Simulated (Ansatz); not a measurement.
Consider the following.

Sn3Pd:
```xyz
4
Lattice="4.5129 0.0000 0.0000 0.0000 4.5129 0.0000 0.0000 0.0000 4.5129" Properties=species:S:1:pos:R:3 pbc="T T T"
Pd     0.0000     0.0000     0.0000
Sn     0.0000     2.2564     2.2564
Sn     2.2564     0.0000     2.2564
Sn     2.2564     2.2564     0.0000
```

This is the r²SCAN-relaxed structure.

Q: All from the program Ansatz at the r²SCAN level (PAW), unless another level is named. Predict the density of states at the Fermi level.

A: 0.54 states/eV per atom (mean over ±0.08 eV).

Q: Give the formation energy from the elements (no fitted shifts).

A: 0.10 eV/atom.

Space group Pm-3m (Cu3Au type). The workflow started from an entry of the Crystallography Open Database (COD), which files this formula under 2 space groups. Whether it is the stable phase at ambient conditions was not checked. Symmetry was held in the r²SCAN relaxation; whether a distortion lowers the energy is not shown. The run is not spin-polarised. The volume moved by 46 % from the start of the relaxation. The references are the lowest solids computed at this level, not always the standard phases. Scalar-relativistic: spin–orbit coupling is off unless named, which matters more the heavier the elements.

Potentials: the later of the program's two PAW sets.
